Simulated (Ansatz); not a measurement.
LiZn:
```
CELL_PARAMETERS angstrom
      0.00000     3.04730     3.04730
      3.04730     0.00000     3.04730
      3.04730     3.04730     0.00000
ATOMIC_POSITIONS crystal
  Zn 0.00000 0.00000 0.00000
  Zn 0.25000 0.25000 0.25000
  Li 0.50000 0.50000 0.50000
  Li 0.75000 0.75000 0.75000
```

Relaxed with r²SCAN.

Give the Bader charges and basin volumes of the independent atoms, r²SCAN (plane waves, PAW; program Ansatz).



```csv
atom,Bader charge (e),Bader volume (Å³)
Zn1,-0.84,24.7
Li3,+0.84,3.6
```

Space group Fd-3m. The workflow started from an entry of the Crystallography Open Database (COD). Its standing as an ambient phase is unchecked. The r²SCAN relaxation kept the symmetry of its start; whether a distortion lowers the energy is not shown.

Potentials: the later of the program's two PAW sets.
